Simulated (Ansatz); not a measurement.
Relaxed SiO2 (rutile):

```
SiO2
1.0
    4.18520     0.00000     0.00000
    0.00000     4.18520     0.00000
    0.00000     0.00000     2.66883
Si O
2 4
Direct
  0.50000   0.50000   0.50000
  0.00000   0.00000   0.00000
  0.80610   0.80610   0.50000
  0.30610   0.69390   0.00000
  0.69390   0.30610   0.00000
  0.19390   0.19390   0.50000
```

The numbers are results of r2SCAN (plane waves to 500 eV, PAW, scalar-relativistic; Ansatz, a quantum-chemistry and plane-wave program), not measurements. k mesh 7×7×10 (Γ-centred), Fermi-Dirac smearing 0.05 eV. SiO2 was relaxed with its symmetry unable to fall.

One atom of the cell was then moved (with its periodic images), all else fixed, and the forces (eV/Å) came out as:

| atom | Fx | Fy | Fz |
|---|---|---|---|
| Si1 | 0.158 | 0.143 | 0.000 |
| Si2 | -0.011 | 0.001 | 0.000 |
| O3 | 0.018 | 0.491 | 0.000 |
| O4 | -0.004 | -0.012 | 0.000 |
| O5 | -0.629 | -0.634 | 0.000 |
| O6 | 0.467 | 0.011 | 0.000 |

Q: Which atom was moved, and by which vector (Å)?

A: O5, by (0.05, 0.05, 0.00), 0.07 Å in all.

(For displaced atoms, the force is minus the slope of the energy, and its curvature is a force constant, which sets phonon frequencies.)
